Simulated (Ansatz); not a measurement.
Method: DFT PBE, scalar-relativistic, plane waves, PAW (Ansatz). Settings: cutoff 420 eV, Γ-centred meshes spaced at most about 0.3 Å⁻¹ (2π included), Gaussian smearing. No spin polarisation in the final relaxations.

Each of these unrelaxed guesses is relaxed in cell and atoms within its symmetry. A guess keeps its type if space group and coordination stay and the shape of the cell changes little (axis ratios within about 15 %, angles within 6°); the volume may change.

1. MgZn2S3

```
Mg Zn S
1.0
     3.80802    0.00000    0.00000
    -1.90401    3.29784    0.00000
     0.00000    0.00000    9.32771
Mg Zn S
1 2 3
Direct
  0.00000 0.00000 0.00000
  0.66667 0.33333 0.33333
  0.33333 0.66667 0.66667
  0.66667 0.33333 0.08333
  0.33333 0.66667 0.41667
  0.00000 0.00000 0.75000
```

2. SnH2Br2

```
Sn H Br
1.0
     5.14784    0.00000    0.00000
    -2.57392    4.45816    0.00000
     0.00000    0.00000    5.00948
Sn H Br
1 2 2
Direct
  0.00000 0.00000 0.00000
  0.00000 0.00000 0.37940
  0.00000 0.00000 0.62060
  0.33333 0.66667 0.27580
  0.66667 0.33333 0.72420
```

**Question.** Which keep their type?

**Answer.** Guess 1 keeps its type.

| guess | kept | start group | end group | V start (Å³/atom) | V end | b/a and c/a, end over start | nearest neighbours start | nearest neighbours end |
| --- | --- | --- | --- | --- | --- | --- | --- | --- |
| 1 | yes | P3m1 | P3m1 | 19.5 | 21.1 | 1.00, 1.00 | Mg 4, S 4, Zn 4 | Mg 4, S 4, Zn 4 |
| 2 | no | P-3m1 | P-3m1 | 23.0 | 32.5 | 1.00, 2.29 | Br 9, H 1, Sn 2 | Br 3, H 1, Sn 6 |

Neighbours count within 15 % of an atom's shortest distance; end groups are read at 0.02 Å (0.05 Å in metals).

No dispersion correction is applied, so the spacing and binding between layers, chains or molecules are poorly described (SnH2Br2 P-3m1). Cells relaxed within their symmetry can be saddle points.
